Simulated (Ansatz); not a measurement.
NaH (rock salt, Fm-3m), the program Ansatz at the r²SCAN level (PAW): ε∞ = 2.88, cell volume 27.55 Å³. Infrared-active transverse modes:

| ω_TO (cm⁻¹) | oscillator strength S_xx (e²/amu) |
|---|---|
| 540.8 | 0.9315 |

Task: Compute the static dielectric constant.

Result: Each mode adds (4.921e7/V) S/ω²: 5.69. So ε0 = 8.57.

Task: What LO frequency does the Lyddane–Sachs–Teller relation give?

Result: ω_LO = ω_TO √(ε0/ε∞) = 933 cm⁻¹.

The cell was relaxed with r²SCAN under the symmetry of its start; phonons on a q-mesh show no instability.

Potentials: the later of the program's two PAW sets.
